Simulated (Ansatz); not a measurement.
Zn3In2O6:
```cif
data_In8O24Zn12
_chemical_formula_sum 'Zn12 In8 O24'
_space_group_name_H-M_alt 'P21/m'
_space_group_IT_number 11
_space_group_name_Hall '-P 2yb'
_cell_length_a 5.84061
_cell_length_b 6.75295
_cell_length_c 14.11127
_cell_angle_alpha 90.000
_cell_angle_beta 97.891
_cell_angle_gamma 90.000
loop_
_atom_site_label
_atom_site_type_symbol
_atom_site_symmetry_multiplicity
_atom_site_Wyckoff_symbol
_atom_site_fract_x
_atom_site_fract_y
_atom_site_fract_z
_atom_site_occupancy
Zn1 Zn 4 f 0.13436 0.50085 0.40980 1
Zn2 Zn 4 f 0.25986 0.00348 0.78619 1
Zn3 Zn 2 e 0.23095 0.75000 0.21314 1
Zn4 Zn 2 e 0.64530 0.25000 0.40930 1
In1 In 2 a 0.00000 0.00000 0.00000 1
In2 In 2 e 0.36927 0.25000 0.59819 1
In3 In 2 e 0.24669 0.25000 0.23354 1
In4 In 2 e 0.50162 0.25000 0.00148 1
O1 O 2 e 0.42325 0.25000 0.75098 1
O2 O 2 e 0.30433 0.25000 0.40130 1
O3 O 2 e 0.19406 0.25000 0.07995 1
O4 O 4 f 0.30803 0.00313 0.92681 1
O5 O 4 f 0.07621 0.51389 0.25525 1
O6 O 4 f 0.81193 0.00309 0.42771 1
O7 O 2 e 0.18785 0.75000 0.07256 1
O8 O 2 e 0.60830 0.25000 0.25358 1
O9 O 2 e 0.30016 0.75000 0.42827 1
```

Relaxed with r²SCAN. DFT-r²SCAN in the program Ansatz with PAW potentials gives a gap of 1.21 eV.

Q: What gap does HSE06 give on the same cell (Ansatz, PAW)?

A: 2.40 eV, 1.19 eV more. The hybrid was solved on a coarser mesh and at special points; its gap is the smallest among all of these.

| k | v1 r²SCAN | c1 r²SCAN | v1 HSE06 | c1 HSE06 |
|---|---|---|---|---|
| Γ | 0.00 | 1.21 | 0.00 | 2.40 |
| Z | -0.19 | 3.30 | -0.19 | 4.51 |
| B | 0.00 | 1.83 | ___ | ___ |
| Y2 | -0.21 | 3.58 | ___ | ___ |
| C2 | -0.14 | 4.50 | -0.14 | 5.79 |
| D | -0.11 | 3.47 | ___ | ___ |
| A | -0.15 | 3.70 | ___ | ___ |
| E | -0.17 | 4.50 | -0.17 | 5.78 |

Q: Top valence (v1) and lowest conduction level (c1) in eV from each method's valence maximum (which need not be a listed point): supply the withheld HSE06 values.

A: 
- B, v1 HSE06: 0.00
- B, c1 HSE06: 2.94
- A, v1 HSE06: -0.15
- A, c1 HSE06: 4.94
- D, v1 HSE06: -0.11
- D, c1 HSE06: 4.68
- Y2, v1 HSE06: -0.23
- Y2, c1 HSE06: 4.82

Cost on shared cores: the r²SCAN run (SCF on a 5×4×2 mesh, then bands and DOS) roughly 40 core-minutes, the HSE06 run (SCF on 3×3×2, then a few points) around 60 core-minutes (rough); the tasks are unlike.

Space group P2_1/m. The first step of the workflow began from a Materials Project structure, measured or hypothetical; the Crystallography Open Database copy checked does not list it. Its standing as an ambient phase is unchecked. The cell was relaxed with r²SCAN under the symmetry of its start; whether a distortion lowers the energy is not shown. Spin–orbit coupling is left out wherever it is not named.

Potentials: the earlier of the program's two PAW sets.
